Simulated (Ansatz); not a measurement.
**Os (diamond type) under strong compression**

```
Os
1.0
     0.00000    2.73580    2.73580
     2.73580    0.00000    2.73580
     2.73580    2.73580    0.00000
Os
2
Direct
  0.87500 0.87500 0.87500
  0.12500 0.12500 0.12500
```

The cell comes from a relaxation on PAW files under the same functional, begun from a prototype that needn't be the stable phase.

Its volume is scaled at fixed shape and fractional positions.

Level of theory: DFT with LDA, scalar-relativistic, in Ansatz 0.2.0; a Γ-centred 13×13×13 k mesh, Fermi–Dirac smearing of 0.05 eV, no spin polarisation. LAPW: all electrons, basis error target 1 meV/atom; PAW: frozen-core files, cutoff 420 eV; crystal datasets: all electrons, by PAW datasets that the program makes for each cell; norm-conserving: pseudopotentials, cutoff 1007 eV; PAW (core large): files with a larger core, cutoff 420 eV.

Energies are extrapolated to zero smearing and count from the unscaled cell; pressure is positive in compression; gaps take the mesh and a band path. No temperature or zero-point motion is included.

Spin–orbit coupling is left out, which matters for the heavy atoms. The PAW files were made under PBE. The structure type is held throughout; the real material can change phase at far lower pressure.

```
V/V0  V (Å³/atom)  P LAPW (GPa)  ΔE LAPW (eV/atom)  P PAW − LAPW (GPa)  ΔE PAW − LAPW (meV/atom)
1.00        20.48          0.05              0.000               -0.05                       0.0
0.92        18.84          23.5              0.111               -0.03                      -0.4
0.84        17.20          60.1              0.524                0.03                      -0.3
0.76        15.56         117.5              1.410                0.12                       0.4
0.68        13.92         209.4              3.043                0.26                       2.4
0.60        12.29         360.9              5.892                0.50                       6.2
0.52        10.65         622.4             10.792                1.12                      14.0
0.45         9.21          1027                  ?                3.03                      30.9
```

Problem. Fill in "ΔE LAPW (eV/atom)" for the row "0.45".

Solution. 17.998.

Problem. Fit the Vinet equation to the LAPW pressures over the whole range, with residuals weighted by 1/(|P| + 0.03·Pmax).

Solution. V0 = 20.49 Å³/atom, B0 = 226 GPa and B0′ = 4.78, and the fit misses no point by more than 9.5 GPa. A fit over so wide a range pins B0 less well than one near rest.

Problem. From the table, what is the rise of the enthalpy H = E + pV up to the last row, and how stiff is the crystal between the last two rows?

Solution. ΔH = 17.998 eV + (1027 GPa × 9.21 Å³ − 0.05 GPa × 20.48 Å³) × 0.006242 eV/(GPa·Å³) = 77.04 eV/atom, of which pV makes 77 %. The mean bulk modulus there is −ΔP/Δln V = 2800 GPa.

Problem. At the smallest volume, how far do crystal datasets and norm-conserving and PAW (core large) lie from LAPW in pressure?

Solution. crystal datasets: 0.00 GPa; norm-conserving: -5.49 GPa; PAW (core large): +3.03 GPa, on a LAPW pressure of 1027 GPa.

Problem. How do the Löwdin populations by LAPW change from the unscaled cell to the last row?

Solution. Os 5s 1.97 → 1.90, Os 6s 1.06 → 0.94, Os 5p 5.99 → 5.91, Os 5d 6.85 → 7.15 electrons an atom. These are projections on the shells that the free atoms fill; 0.25 e a cell lies outside them at the start and 0.23 e at the end.
